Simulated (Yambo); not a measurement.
NaAuO2 (space group C2/m, No. 12), G0W0@LDA in Yambo; all else as in the reference (4×4×2 Γ-centred k mesh, bands 6 to 107 and a 8 Ry block in the screening, 107 bands in G with the Bruneval-Gonze terminator, plasmon pole fitted at 27.2 eV). One parameter is varied: the cutoff of the exchange sum, over 5, 10, 20, 40, 88 Ry.

**Question.** From which value on does the gap (0.25, -0.25, 0) → (0, 0.25, -0.5) stay within 0.05 eV of the largest setting?

**Answer.** From 40 Ry on.
| cutoff of the exchange sum (Ry) | G0W0 gap (eV) | valence shift (eV) |
|---|---|---|
| 5 | 3.96 | 3.24 |
| 10 | 3.75 | 1.15 |
| 20 | 3.46 | -0.14 |
| 40 | 3.38 | -0.64 |
| 88 | 3.39 | -0.70 |
The last step of the sweep still moves the gap by 3 meV; the other settings are held fixed.

Spin-orbit coupling is not included.

Geometry relaxed with LDA; primitive cell a = b = 3.5322 Å, c = 6.0129 Å, α = β = 115.65°, γ = 50.01°.

The structure is a Materials Project entry; no match was found in the copy of COD used, and its stability was not checked.

A shift is the quasiparticle energy of the state minus its LDA energy.
